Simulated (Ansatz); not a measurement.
Consider the following.

LuBi:
```
CELL_PARAMETERS angstrom
      0.00000     3.10048     3.10048
      3.10048     0.00000     3.10048
      3.10048     3.10048     0.00000
ATOMIC_POSITIONS crystal
  Lu 0.50000 0.50000 0.50000
  Bi 0.00000 0.00000 0.00000
```

This is the r²SCAN-relaxed structure.

Question: All from r²SCAN in the plane-wave PAW code Ansatz, unless another level is named. Predict the Hill bulk and shear moduli.

Answer: 60.7 and 39.5 GPa.

Question: And the elastic constants (relaxed ions, GPa)?

Answer: C11 = 144, C12 = 18.8, C44 = 28.7.

Space group Fm-3m (rock salt). The workflow started from a Materials Project entry (that database holds measured and hypothetical structures alike); the Crystallography Open Database copy checked does not list it. With Lu and Bi taken as one species the cell has the higher symmetry Pm-3m, so it may be an ordered model of a mixed-site phase. Its standing as an ambient phase is unchecked. Symmetry was held in the r²SCAN relaxation; of distortions, only those at the zone centre were tested. As this level gives no gap, shear constants depend on the k-mesh and smearing (Fermi–Dirac, 0.1 eV here). Spin–orbit coupling is left out wherever it is not named.

Potentials: the later of the program's two PAW sets.
